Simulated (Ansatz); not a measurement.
## MoW, first-principles data

MoW:
```cif
data_Mo2W2
_chemical_formula_sum 'W2 Mo2'
_space_group_name_H-M_alt 'P 1'
_space_group_IT_number 1
_cell_length_a 5.46102
_cell_length_b 5.46102
_cell_length_c 4.68719
_cell_angle_alpha 90.000
_cell_angle_beta 90.000
_cell_angle_gamma 152.614
loop_
_space_group_symop_operation_xyz
  'x, y, z'
loop_
_atom_site_label
_atom_site_type_symbol
_atom_site_fract_x
_atom_site_fract_y
_atom_site_fract_z
_atom_site_occupancy
W1 W 0.67929 0.32071 0.25000 1
Mo1 Mo 0.93110 0.06890 0.25000 1
W2 W 0.32071 0.67929 0.75000 1
Mo2 Mo 0.06890 0.93110 0.75000 1
```

Space group Cmcm (No. 63); conventional cell a = 2.5854 Å, b = 10.6116 Å, c = 4.6872 Å, α = β = γ = 90.00°.

Method: the program Ansatz at the r²SCAN level (PAW). The cell and atoms are relaxed at this level. Other levels are named where they apply.

### Cell and energy

- Volume per atom = 16.07 Å³
- Density = 14.45 g/cm³
- Formation energy from the elements (no fitted shifts) = 0.46 eV/atom

### Electronic structure

- Electronic character = metallic (no gap)
- Density of states at the Fermi level = 0.83 states/eV per atom (mean over ±0.08 eV)
- Gap with spin–orbit coupling = none (metallic)

### Mechanics

- Bulk modulus (Birch–Murnaghan fit): 268 GPa
- Pressure derivative B′: 4.2

### Charges

- Bader charges: W -0.08, Mo +0.08 e

The start of the workflow was typed in or built on a structure type; neither database checked (COD, Materials Project) lists it. Whether it is the stable phase at ambient conditions was not checked. The cell was relaxed with r²SCAN under the symmetry of its start; its stability against distortions is not shown here. No spin polarisation was allowed. Its formation energy is positive at this level, so the cell may be metastable or incomplete. Axis ratios of metals converge slowly with the k-mesh, so a and c are less sure than the volume. The references are the lowest solids computed at this level, not always the standard phases. Scalar-relativistic: spin–orbit coupling is off unless named, which matters more the heavier the elements.

Potentials: the later of the program's two PAW sets.
